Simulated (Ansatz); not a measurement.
## Na8MgNi2O8: field gradients at two levels of theory

Cell: a Materials Project structure (computed, not necessarily an observed phase), atoms as given.

```xyz
19
Lattice="5.7477 0.0000 0.0000 2.1746 5.4559 0.0000 1.3831 2.6059 8.3282" Properties=species:S:1:pos:R:3 pbc="T T T"
Na    6.4591    2.1632    1.4491
Na    4.5372    5.0479    1.2261
Na    3.5279    2.1828    2.5307
Na    7.4166    4.8811    2.5764
Na    7.2641    4.0060    5.3230
Na    3.7418    2.2866    6.1318
Na    2.6114    5.6088    7.0531
Na    4.7872    4.4664    7.6383
Mg    5.9271    1.7086    4.3896
Ni    4.8295    5.0744    4.1478
Ni    9.1180    7.9427    8.0935
O     4.4604    0.8011    0.9489
O     2.4742    3.7116    0.6277
O     3.7403    6.3020    3.1705
O     5.5552    3.4586    3.2999
O     3.7710    4.5175    5.4728
O     6.4554    6.0435    4.5588
O     2.7166    3.4771    7.8869
O     6.1768    2.2704    6.3245
```

Atom numbers follow the list; atoms alike are taken as one site, whose name carries the number of the first.

First run. Level of theory: DFT, PBE, plane waves and PAW, scalar-relativistic, collinear spin, 420 eV cutoff, Γ-centred 4×5×3 k-points, Fermi–Dirac smearing 0.02 eV (Ansatz 0.2.0). Start moments as typed (μB): 0 0 0 0 0 0 0 0 0 3 -3 0 0 0 0 0 0 0 0 by atom. The program fits them to the shells of the files, so those used differ somewhat.

| site | atom | V_zz (10²¹ V/m²) | η | m (μB) |
| --- | --- | --- | --- | --- |
| Na1 | 1 | 1.20 | 0.59 | 0.00 |
| Na5 | 5 | 2.88 | 0.48 | 0.00 |
| Na7 | 7 | 2.71 | 0.95 | 0.00 |
| Mg | 9 | -1.16 | 0.72 | 0.00 |
| Ni10 | 10 | 5.31 | 0.09 | 1.69 |
| Ni11 | 11 | -2.19 | 0.81 | -1.68 |
| O12 | 12 | 6.14 | 0.34 | -0.25 |
| O13 | 13 | 6.18 | 0.20 | -0.23 |
| O14 | 14 | 5.50 | 0.13 | 0.20 |
| O15 | 15 | 5.76 | 0.30 | 0.18 |
| O16 | 16 | 4.93 | 0.11 | 0.33 |
| O17 | 17 | 6.04 | 0.41 | 0.17 |
| O18 | 18 | 5.31 | 0.14 | -0.25 |
| O19 | 19 | 6.51 | 0.27 | -0.16 |

Second run. The same atoms and settings, except that a Hubbard term is added (U = 6.0 eV on Ni d).

**Question.** What does the second run give?

**Answer.** 

| site | atom | V_zz | η | change of V_zz | m (μB) |
| --- | --- | --- | --- | --- | --- |
| Na1 | 1 | 1.23 | 0.62 | +0.03 | 0.00 |
| Na5 | 5 | 2.90 | 0.49 | +0.02 | 0.00 |
| Na7 | 7 | 2.71 | 0.94 | 0.00 | 0.00 |
| Mg | 9 | -1.18 | 0.77 | -0.02 | 0.00 |
| Ni10 | 10 | 6.45 | 0.40 | +1.14 | 1.81 |
| Ni11 | 11 | -3.50 | 0.91 | -1.31 | -1.80 |
| O12 | 12 | 6.00 | 0.46 | -0.14 | -0.23 |
| O13 | 13 | 5.82 | 0.29 | -0.36 | -0.21 |
| O14 | 14 | 5.05 | 0.28 | -0.45 | 0.18 |
| O15 | 15 | 4.64 | 0.43 | -1.12 | 0.15 |
| O16 | 16 | 7.15 | 0.19 | +2.22 | 0.32 |
| O17 | 17 | 4.81 | 0.68 | -1.23 | 0.13 |
| O18 | 18 | 5.79 | 0.24 | +0.48 | -0.23 |
| O19 | 19 | 5.50 | 0.33 | -1.01 | -0.14 |

The largest change of V_zz is on O16, from 4.93 to 7.15. In per cent, |V_zz| changes by 0 to +3 on Na, +1 on Mg, +21 to +60 on Ni, -20 to +45 on O (all sites that start above 0.5). Where |V_zz| stays above 0.1, η moves most on Ni10, from 0.09 to 0.40. The table leaves out 5 of the 19 sites, with |V_zz| up to 2.11; their tensors move by 0.04 at most along any direction. The statements above cover all sites.

With these PAW files V_zz is typically within 2 to 3 % of all-electron values, but misses above 10 % occur on Ni. The magnetic order is the one that the run reached from its start moments, not necessarily the measured one.
For the first run: With a gap of 0.3 eV on this mesh, small gradients can still move by 0.1 × 10²¹ V/m² or more as the k-mesh gets denser.
For the second run: The largest force is 0.5 eV/Å, so the atoms aren't at the calculated equilibrium and relaxing them would move these values.
